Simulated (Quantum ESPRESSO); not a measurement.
# Where does C sit best among Si sites?

The results below are calculated, not measured. They come from pw.x of Quantum ESPRESSO 7.5, a plane-wave density functional program, with PseudoDojo standard norm-conserving files (v0.5 for PBE, v0.4.1 for LDA and PBEsol). The cells are made up: elements, strain and atom displacements were drawn at random, and nothing was relaxed. There is no spin polarisation, spin-orbit coupling or dispersion term.

The cell has 8 sites of a zincblende or diamond lattice. Sites 1 to 4 hold X X X X; sites 5 to 8 hold Si Si Ge Si. Cell vectors in Å: (5.794, -0.023, -0.010); (-0.023, 5.687, -0.025); (-0.010, -0.025, 5.782). Settings: PBE, cutoff 1116 eV, 6 x 6 x 6 k mesh shifted by half a step, Fermi-Dirac smearing of 0.1 eV.

In each run one of the sites marked X holds C and the others hold Si; cell and positions stay the same. E is the free energy of the cell.

```
site of the guest  first shell  mean distance (Å)  E above the lowest (eV)  P (GPa)  force on the guest (eV/Å)
                1        GeSi3              2.516                    0.340   -12.40                      0.454
                2        GeSi3              2.460                    0.000   -13.14                      0.351
                3        GeSi3              2.490                    0.190   -12.77                      0.211
                4        GeSi3              2.507                    0.255   -12.59                      0.402
```

A rerun of one of these cells at 1347 eV and k mesh 8 x 8 x 8 moved values by no more than 0.002 eV in the cell's energy, 0.02 GPa in stress and 0.010 eV/Å in force.

## Reading the table

Site 2 is lowest, by 0.190 eV, over three times the rerun's bound. A straight line of energy against the mean distance has a slope of 5.8 ± 0.5 eV/Å, so the guest costs less on the tighter sites. The positions are random and not relaxed, so the differences hold for this frozen cell and are not site preferences of a real crystal.